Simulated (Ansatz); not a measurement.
One stationary structure of SnS. Space group Pnma (No. 62). Calculation: PBE (plane waves to 420 eV, PAW, scalar-relativistic; Ansatz, a first-principles code).

```xyz
8
Lattice="8.4996 0.0000 0.0000 0.0000 4.0100 0.0000 0.0000 0.0000 5.9731" Properties=species:S:1:pos:R:3 pbc="T T T"
Sn     5.2668     3.0075     4.8622
Sn     1.0170     3.0075     4.0973
Sn     3.2328     1.0025     1.1108
Sn     7.4826     1.0025     1.8757
S      2.7799     1.0025     3.7419
S      7.0297     1.0025     5.2177
S      5.7196     3.0075     2.2312
S      1.4699     3.0075     0.7554
```

Task: Predict the band gap from PBE.

Result: 0.37 eV, indirect (valence top at k = (0, 0, 0.1667), conduction bottom at T) (no spin-orbit coupling).

Task: What is the computed smallest direct gap (PBE)?

Result: 0.87 eV at 50 % of the way from Γ to Z.

No spin polarisation in the result.

It was reached from a disturbed copy of a Pmma (No. 51) cell (AFLOW prototype AB_oP4_51_e_f (B19, as in CdAu)), against which it lies -0.27 eV/atom.

The first start was generated by placing the elements on the sites of a structure type. A measured structure of SnS has the same space group, Pnma (No. 62); the sites were not compared with it.
